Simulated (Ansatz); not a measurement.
# MnHg (Pm-3m): ferro- and antiferromagnetic starts

The source of the geometry is a structure as deposited in COD, repeated to hold the magnetic orders; atoms and cell stay fixed.

Functional, mesh and filling: PBE, 9×9×9 k mesh, Fermi–Dirac smearing of 0.1 eV. PAW means Ansatz 0.2.0 on its default frozen-core files; LAPW is all-electron LAPW in Ansatz 0.2.0. Site moments are integrated in spheres about the atoms, whose radii differ between the methods.

The reference run was typed so:

```yaml
crystal:
  lattice:
    - [3.315, 3.315, 0.0]
    - [3.315, 0.0, 3.315]
    - [3.315, 0.0, -3.315]
  atoms:
    - { symbol: Mn, position: [0.5, 0.25, 0.75], spin: 4.0 }
    - { symbol: Mn, position: [0.5, 0.75, 0.25], spin: 4.0 }
    - { symbol: Hg, position: [0.0, 0.0, 0.0] }
    - { symbol: Hg, position: [0.0, 0.5, 0.5] }
magnetization:
  spin_polarized: true
kpoints:
  mp_grid: { grid: [9, 9, 9] }
scf:
  occupations: { method: fermi_dirac, width: 0.1 }
  lower_state_search: "off"
hamiltonian:
  xc: pbe
  pseudopotentials: { kind: paw }
output:
  forces: true
  stress: true
  eigenvalues: true
  populations: true
```

Command: `ansatz run input.yaml --threads 2 --pin off --max-ram 6144MiB --backend cpu --events-out ev --progress --plain --runs-dir out`

The input for «start Mn1↑ Mn2↓» by LAPW differs from it in these lines, output keys apart:

```diff
-    - { symbol: Mn, position: [0.5, 0.75, 0.25], spin: 4.0 }
+    - { symbol: Mn, position: [0.5, 0.75, 0.25], spin: -4.0 }
-  pseudopotentials: { kind: paw }
+  pseudopotentials: { kind: all_electron, lapw: { basis_error: 0.001 } }
```

Energies count from the run that starts all moments parallel. Patterns list the atoms that start with 0.5 μB or more.

| start | ΔF PAW (meV/atom) | ΔF LAPW (meV/atom) | largest moment, PAW (μB) | M, PAW (μB/cell) | order at the end, PAW | P, PAW (GPa) |
| --- | --- | --- | --- | --- | --- | --- |
| Mn1↑, Mn2↑ | 0.0 | 0.0 | 3.85 | 7.74 | kept | 0.2 |
| Mn1↑, Mn2↓ | -46.4 | -46.3 | 3.89 | 0.00 | kept | -0.8 |
| no spin polarisation | +694.2 | – | 0.00 | 0.00 | – | -14.4 |

**Question.** Map the PAW energies of the orders that kept their pattern on E = −Σ J s_i s_j over ordered pairs, with couplings only between Mn atoms 3.31–3.32 Å apart. What J follows?

**Answer.** Per Mn atom, ΔE = Σ J·(n_parallel state − n_order), where n is the mean of Σ s_i s_j over a shell: Mn1↑, Mn2↓ has ΔE = -92.9 meV and Δn = 12.0. This gives J(3.31–3.32 Å) = -7.74 meV, which fits exactly since there are as many orders as couplings. All other shells are lumped into these numbers, so they are effective couplings.

The lowest of these ends as follows. Site moments (μB): Mn1 3.89, Mn2 -3.89, Hg3 0.00, Hg4 0.00. Cell moment 0.00 μB. Orders of other supercells weren't tried and can lie lower.

The Ansatz runs typed with the search for lower states off end where their start leads. Spin–orbit coupling is left out although heavy atoms are present. These are results for the start and cell typed. The real compound can order otherwise, in a larger cell, or not at all, since semilocal functionals at zero temperature often overstate magnetism.
